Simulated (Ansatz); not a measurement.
The calculation used DFT PBE, scalar-relativistic, plane waves, PAW in Ansatz. Settings: cutoff 420 eV, Γ-centred meshes spaced at most about 0.3 Å⁻¹, and about 0.25 Å⁻¹ or finer for metals (2π included), Gaussian smearing. No spin polarisation in the final relaxations.

These are static total energies at zero pressure.

Compare these two cells of ZnCl₃, each relaxed at this level.

A. Space group P-6m2 (No. 187), hexagonal, a = 3.380 Å, c = 10.851 Å. Zn is surrounded by 6 Cl at 2.49 Å; Cl on a site of symmetry -6m2 has 6 Cl at 3.38 Å (long contacts); Cl on a site of symmetry 3m has 3 Zn at 2.49 Å.

B. Space group P6_3/mmc (No. 194), hexagonal, a = 4.545 Å, c = 12.869 Å. Zn has 2 Cl at 2.19 Å and 3 Cl at 2.62 Å; Cl on a site of symmetry -6m2 has 3 Zn at 2.62 Å and 6 Cl at 3.42 Å; around Cl on a site of symmetry 3m lie 1 Zn at 2.19 Å and 6 Cl at 3.33–3.42 Å.

**Question.** Which is lower in energy, and by how much?

**Answer.** B is lower, by 88 meV/atom. A has space group P-6m2 (No. 187), 26.8 Å³/atom and no gap on its mesh; B has space group P6_3/mmc (No. 194), 28.8 Å³/atom and no gap. Counting Cl atoms around Zn (those within 1.25 times the shortest such distance or 1.15 times the sum of covalent radii; a plus sign parts nearer from farther groups), A has Zn 6 and B has Zn 2+3. Both come from invented guesses. A third cell relaxed alike, in P6_3/mmc, lies 50 meV/atom below the lower of the two.

Weakly bound directions are ill-defined at this level, which has no dispersion term (P-6m2, P6_3/mmc), and this can change margins and order among such cells. In P-6m2 an odd number of electrons in the primitive cell allows no gap without spin; a larger cell or a magnetic state could open one. A magnetic state wasn't ruled out in cells without spin, among them P-6m2, P6_3/mmc. Cells relaxed within their symmetry can be saddle points.
